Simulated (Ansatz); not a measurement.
Stability checks on a candidate for Ti4N3O

The structure comes from a generated guess, relaxed at this level; another structure or a mixture of phases may lie lower.

Computed with DFT PBE, scalar-relativistic, plane waves, PAW in Ansatz. Settings of the last relaxation (8-atom cell): 420 eV, 10×10×10 k points, Gaussian smearing of 0.10 eV, no spin polarisation.

```
Ti N O
1.0
     4.25450    0.00000    0.00000
     0.00000    4.25450    0.00000
     0.00000    0.00000    4.25450
Ti N O
4 3 1
Cartesian
  0.0000 0.0000 0.0000
  2.1273 0.0000 2.1273
  0.0000 2.1273 2.1273
  2.1273 2.1273 0.0000
  0.0000 2.1273 0.0000
  2.1273 0.0000 0.0000
  0.0000 0.0000 2.1273
  2.1273 2.1273 2.1273
```

The zero of energy is the elements' standard structures at the same level (N₂, O₂ as molecules); no fitted shifts are applied.

Question: These tests were run: energy against the elements; random kick, then relaxation without symmetry; phonons on a 2×2×2 q mesh. What do they show?

Answer:

| test | result |
| --- | --- |
| energy against the elements | −1.87 eV/atom |
| random kick, then relaxation without symmetry | returns |
| phonons on a 2×2×2 q mesh | no imaginary mode on the mesh |

It fails none of these tests. Whether a mixture of other phases lies lower isn't tested here.

The kick test ran on a coarse mesh. The run for the phonons used a 10×10×10 k mesh and Fermi–Dirac smearing of 0.15 eV.
